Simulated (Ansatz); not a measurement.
LuH2 (fluorite, Fm-3m) under volume change, the program Ansatz at the r²SCAN level (PAW), scaled uniformly.

```
V (Å³/atom)  E − E(relaxed) (meV/atom)  P (GPa)
-----------  -------------------------  -------
9.438                             29.6    10.96
9.749                             12.5     6.76
10.060                             3.0     3.14
10.372                             0.0     0.00
10.683                             2.7    -2.72
10.994                            10.3    -5.07
11.305                            22.2    -7.12
```

**Question.** What does a third-order Birch–Murnaghan fit give for V₀, B₀ and B′?

**Answer.** V₀ = 10.37 Å³/atom, B₀ = 97.2 GPa, B′ = 3.8.

The workflow started from an entry of the Crystallography Open Database (COD). Its standing as an ambient phase is unchecked. Symmetry was held in the r²SCAN relaxation; whether a distortion lowers the energy is not shown. Scalar-relativistic: spin–orbit coupling is off unless named, which matters more the heavier the elements.

Potentials: the later of the program's two PAW sets.
